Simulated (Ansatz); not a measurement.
Here is the system:

GaSb:
Space group P-6m2 (No. 187); a = b = 3.953 Å, c = 3.616 Å, α = β = 90.00°, γ = 120.00°

```csv
atom,site,symmetry,x,y,z
Ga,1a,-6m2,0.0000,0.0000,0.0000
Sb,1f,-6m2,0.6667,0.3333,0.5000
```

This is the r²SCAN-relaxed structure.

Task: All from DFT-r²SCAN in the program Ansatz with PAW potentials, unless another level is named. Give the electronic character.

Result: metallic (no gap).

Task: Give the density of states at the Fermi level.

Result: 0.46 states/eV per atom (mean over ±0.08 eV).

Task: And the formation energy from the elements (no fitted shifts)?

Result: 0.15 eV/atom.

Task: Next, the gap with spin–orbit coupling?

Result: none (metallic).

A made-up cell: these elements were put on the sites of a structure type; neither database checked (COD, Materials Project) lists it. It is not the phase usual at ambient conditions (space group No. 216). Symmetry was held in the r²SCAN relaxation; whether a distortion lowers the energy is not shown. The references are the lowest solids computed at this level, not always the standard phases. Scalar-relativistic: spin–orbit coupling is off unless named, which matters more the heavier the elements.

Potentials: the earlier of the program's two PAW sets.
